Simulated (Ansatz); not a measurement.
Relaxed-ion elastic tensor of YN (rock salt, Fm-3m) in GPa (Voigt order), r²SCAN in the plane-wave PAW code Ansatz; density 5.83 g/cm³, 14.67 Å³ per atom.

```csv
,1,2,3,4,5,6
1,336,86.6,86.6,0.0,0.0,0.0
2,86.6,336,86.6,0.0,0.0,0.0
3,86.6,86.6,336,0.0,0.0,0.0
4,0.0,0.0,0.0,132,0.0,0.0
5,0.0,0.0,0.0,0.0,132,0.0
6,0.0,0.0,0.0,0.0,0.0,132
```

Question: Is the crystal mechanically stable?

Answer: Yes: the smallest eigenvalue of C is 132 GPa.

Question: Work out the Voigt, Reuss and Hill averages.

Answer: K_V = 170, K_R = 170, K_H = 170; G_V = 129, G_R = 129, G_H = 129 GPa.

Question: Give Young's modulus, Poisson's ratio, Pugh's ratio and the universal anisotropy index.

Answer: E = 9KG/(3K + G) = 308 GPa; ν = 0.20; K/G = 1.32 (brittle by the Pugh limit of 1.75); A_U = 5G_V/G_R + K_V/K_R − 6 = 0.00.

Question: Estimate the sound speeds and the Debye temperature.

Answer: v_l = √((K + 4G/3)/ρ) = 7650 m/s, v_t = √(G/ρ) = 4700 m/s, mean 5190 m/s; Θ = (h/k)(3n/4πV)^(1/3) v_m = 631 K.

Question: Give the Zener ratio and Young's modulus along [100], [110] and [111].

Answer: A = 2C44/(C11 − C12) = 1.06; 1/E = S11 − 2(S11 − S12 − S44/2)Γ with Γ = 0, 1/4, 1/3 gives 300, 310, 314 GPa.

Question: Solve the Christoffel equation for the three sound speeds along [100], [110], [111].

Answer: Eigenvalues of C_ijkl n_j n_l equal ρv². In km/s, slowest first: [100] 4.75, 4.75, 7.59; [110] 4.62, 4.75, 7.67; [111] 4.67, 4.67, 7.70.

The r²SCAN relaxation kept the symmetry of its start. No spin polarisation was allowed. The volume moved by -25 % from the start of the relaxation.

Potentials: the later of the program's two PAW sets.
